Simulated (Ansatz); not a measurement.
Nb3Sn:
```yaml
crystal:
  lattice:
    - [0.00000, 3.31667, 3.31667]
    - [3.31667, 0.00000, 3.31667]
    - [3.31667, 3.31667, 0.00000]
  atoms:
    - { symbol: Sn, position: [0.00000, 0.00000, 0.00000] }
    - { symbol: Nb, position: [0.50000, 0.50000, 0.50000] }
    - { symbol: Nb, position: [0.25000, 0.25000, 0.25000] }
    - { symbol: Nb, position: [0.75000, 0.75000, 0.75000] }
```

Relaxed with PBEsol. Special points in fractions of this cell's reciprocal vectors: Γ (0.000, 0.000, 0.000); X (0.500, 0.000, 0.500); U (0.625, 0.250, 0.625); K (0.375, 0.375, 0.750); L (0.500, 0.500, 0.500); W (0.500, 0.250, 0.750).

Q: List the band energies nearest the Fermi level at these points for plane-wave PAW PBEsol (Ansatz code).

A: In eV from the Fermi level; about four levels below and three above (degenerate sets whole), none deeper than 8.9 eV; points with the same levels are listed once.

```tsv
k	below	above
Γ	-3.19 -3.19 -0.84 -0.84 -0.84	1.59 2.31 2.31 2.31
X	-1.97 -1.97 -1.64 -1.43 -1.43	0.20 0.71 0.71
U	-1.83 -1.35 -1.07 -0.74	0.19 0.22 0.92
L	-1.69 -1.69 -0.73 -0.73	0.20 0.26 0.26
W	-1.50 -1.50 -1.26 -0.35 -0.35	0.33 1.15 1.74
```

Space group Fm-3m. The cell is a constructed one: a structure type filled with these elements; neither database checked (COD, Materials Project) lists it. It is not the phase usual at ambient conditions (space group No. 223). Symmetry was held in the PBEsol relaxation. At this level the phase is mechanically unstable. No spin polarisation was allowed. Spin–orbit coupling is left out wherever it is not named.

Potentials: the later of the program's two PAW sets.
